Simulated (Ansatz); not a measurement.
Here is an unrelaxed guess for Nb4N.

```
Nb N
1.0
    -2.92406    2.92406    2.92406
     2.92406   -2.92406    2.92406
     2.92406    2.92406   -2.92406
Nb N
4 1
Cartesian
  2.1823 2.1823 -2.1823
  -2.1823 2.1823 2.1823
  2.1823 -2.1823 2.1823
  0.7418 0.7418 0.7418
  0.0000 0.0000 0.0000
```

The calculation used Ansatz 0.2.0, DFT PBE, scalar-relativistic, plane waves, PAW. Settings: cutoff 420 eV, Γ-centred mesh 4×4×4 on the computed 5-atom cell, Gaussian smearing of 0.10 eV; no spin polarisation.

The zero of energy is the elements' standard structures at the same level (N₂ as a molecule); no fitted shifts are applied.

**Question.** Estimate its pressure, forces and energy as it stands.

**Answer.** The pressure is 245.3 GPa (it wants to expand), the largest force is 91.98 eV/Å, and the energy is +15.61 eV/atom against the elements. The shortest distance is 1.28 Å, so close that the PAW spheres overlap strongly and these values are rough.

**Question.** How much does it gain on relaxing, and where does it end?

**Answer.** Relaxing gains about 15.3 eV/atom (the start's value is from the coarse mesh, so the gain is rough) in 16 ionic steps and ends at +0.35 eV/atom on the finer mesh. The symmetry stays I-43m (No. 217). The volume per atom shrinks by 18.8 %, from 20.0 to 16.2 Å³. The shortest distance goes from 1.28 Å (Nb–N) to 2.28 Å (Nb–N). Conventional cell: a = 5.455 Å. Nb is surrounded by 1 N at 2.28 Å, 1 N at 2.45 Å and 6 Nb at 2.73 Å; N is surrounded by 4 Nb at 2.28 Å and 4 Nb at 2.45 Å.

The last run used a 10×10×10 mesh for its 5-atom cell and Gaussian smearing of 0.10 eV. The cell is a metal run without spin; a magnetic state may lie lower. The relaxation can't lower the symmetry of the start. Symmetry constrained the relaxation, so the result can be a saddle point.
